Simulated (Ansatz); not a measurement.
These are results of Ansatz, DFT PBE, scalar-relativistic, plane waves, PAW, and for the lanthanide a 4f-in-core norm-conserving potential, not measurements. Settings: cutoff 770 eV, Γ-centred meshes spaced at most about 0.3 Å⁻¹, and about 0.25 Å⁻¹ or finer for metals (2π included), Gaussian smearing. No spin polarisation in the final relaxations.

These are static total energies at zero pressure.

Two forms of SrErAs3 were relaxed alike.

A.

Space group P6/mmm (No. 191). a = 5.851 Å, b = 5.851 Å, c = 6.173 Å, α = 90.00°, β = 90.00°, γ = 120.00°
```csv
atom,site,symmetry,x,y,z
Sr,1b,6/mmm,0.0000,0.0000,0.5000
Er,1a,6/mmm,0.0000,0.0000,0.0000
As,3g,mmm,0.5000,0.0000,0.5000
```

B.

Space group Pm-3m (No. 221). a = 5.356 Å, b = 5.356 Å, c = 5.356 Å, α = 90.00°, β = 90.00°, γ = 90.00°
```json
{"atom": "Sr", "site": "1a", "symmetry": "m-3m", "x": "0.0000", "y": "0.0000", "z": "0.0000"}
{"atom": "Er", "site": "1b", "symmetry": "m-3m", "x": "0.5000", "y": "0.5000", "z": "0.5000"}
{"atom": "As", "site": "3c", "symmetry": "4/mm.m", "x": "0.0000", "y": "0.5000", "z": "0.5000"}
```

Task: Which form is favoured at zero pressure, and by what margin per atom?

Result: B is lower, by 1.06 eV/atom. A has space group P6/mmm (No. 191), 36.6 Å³/atom and no gap on its mesh; B has the cubic perovskite type, space group Pm-3m (No. 221), 30.7 Å³/atom and no gap. Counting As atoms around Er and Sr (those within 1.25 times the shortest such distance or 1.15 times the sum of covalent radii, 1.27 where that leaves under three; the shortest distance is added where it exceeds 1.18 times the sum of covalent radii), A has Sr 6, Er 12 from 4.3 Å and B has Sr 12 from 3.8 Å, Er 6. The denser one is the lower, and pressure would at first widen the difference. In A, Sr is surrounded by 6 As at 2.93 Å and 2 Er at 3.09 Å; Er has 2 Sr at 3.09 Å; As has 2 Sr at 2.93 Å and 4 As at 2.93 Å. In B, around Sr lie 12 As at 3.79 Å; around Er lie 6 As at 2.68 Å; As is surrounded by 2 Er at 2.68 Å, 4 Sr at 3.79 Å and 8 As at 3.79 Å. Both come from invented guesses. A third cell relaxed alike, in R-3m, lies 259 meV/atom below the lower of the two.

Cells relaxed within their symmetry can be saddle points.

The lanthanide is trivalent by construction, without f bands, f moments or other valences.
